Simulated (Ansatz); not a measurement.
What DFT gives for NaTl$_{2}$PF$_{6}$

```yaml
crystal:
  lattice:
    - [0.00000, 4.31912, 4.31912]
    - [4.31912, 0.00000, 4.31912]
    - [4.31912, 4.31912, 0.00000]
  atoms:
    - { symbol: Tl, position: [0.25000, 0.25000, 0.25000] }
    - { symbol: Tl, position: [0.75000, 0.75000, 0.75000] }
    - { symbol: F, position: [0.76500, 0.23500, 0.23500] }
    - { symbol: F, position: [0.23500, 0.76500, 0.23500] }
    - { symbol: F, position: [0.23500, 0.76500, 0.76500] }
    - { symbol: F, position: [0.76500, 0.23500, 0.76500] }
    - { symbol: F, position: [0.23500, 0.23500, 0.76500] }
    - { symbol: F, position: [0.76500, 0.76500, 0.23500] }
    - { symbol: Na, position: [0.50000, 0.50000, 0.50000] }
    - { symbol: P, position: [0.00000, 0.00000, 0.00000] }
```

Single point in Ansatz 0.2.0 with PBEsol, no spin polarisation. Cutoff 420 eV, PAW datasets, 5×5×5 Γ-centred k mesh, fermi-dirac filling (width 0.1 eV).

Q: What does the stress say?

A: The pressure is -3.1 GPa (compression positive), so with the atoms held at these fractions the cell would first shrink.

Q: Where is the largest force?

A: The largest is on F8 (and as large on other atoms): 0.58 eV/Å, components (0.00, 0.00, 0.58). It makes 0° with the line to a nearest neighbour, P10 at 2.03 Å, pointing towards it.

Q: Metal or insulator? Give the gap.

A: The gap is 3.38 eV, direct at the points sampled.

Q: Is it stable against the elements?

A: -1.98 eV an atom against the elements' usual phases (free molecules for gases, crystals otherwise, with no correction for O₂ or N₂), so it is bound against them; other compounds may still compete. Relaxing would lower it.

Origin: a known structure type with other elements, at an estimated volume, so it need not be a known compound. Caveats: no spin-orbit coupling, which can shift this gap by tenths of an eV.
